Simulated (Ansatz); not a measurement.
The elements of this relaxed trial crystal are hidden behind letters.

```
lattice vectors (Å)
   6.0579    0.0000    0.0000
   0.0000    6.0579    0.0000
   0.0000    0.0000    2.8675
fractional positions
X 0.2800 0.2800 0.5000
X 0.7200 0.7200 0.5000
X 0.2800 0.7200 0.5000
X 0.7200 0.2800 0.5000
X 0.0000 0.0000 0.5000
Z 0.5000 0.5000 0.0000
```

Method: DFT PBE, scalar-relativistic, plane waves, PAW in Ansatz 0.2.0. Cutoff 420 eV, Γ-centred 6×6×14 mesh (6-atom cell), Gaussian smearing of 0.10 eV, no spin polarisation.

```
Space group                               : P4/mmm (No. 123)
Conventional cell                         : a = 6.058 Å, c = 2.868 Å
Volume per atom                           : 17.54 Å³
Density                                   : 5.41 g/cm³
Energy over the elements                  : +0.09 eV/atom
Gap on the 6×6×14 mesh of the 6-atom cell : 0 eV (a metal)
```

Energies are uncorrected and count from the elements' standard states at the same level.

Task: X is a d-block element of period 4 and Z is a p-block element of period 2. Which elements are they?

Result: X = Zn, Z = O, so the formula is Zn5O. Density times volume gives a mean mass of 5.41 × 17.54/1.6605 = 57.1 u per atom, and this set has 57.1 u. Among the elements that the hints allow, noble gases aside, only these give it. Zn on a site of symmetry m2m is surrounded by 2 O at 2.37 Å, 1 Zn at 2.40 Å, 2 Zn at 2.67 Å and 2 Zn at 2.87 Å; around Zn on a site of symmetry 4/mmm lie 4 Zn at 2.40 Å and 2 Zn at 2.87 Å; O is surrounded by 8 Zn at 2.37 Å and 2 O at 2.87 Å.

Symmetry constrained the relaxation, so the result can be a saddle point. Another cell of Zn5O relaxed alike, in P-6m2, lies 0.38 eV/atom lower, so this cell isn't the stable form at this level.
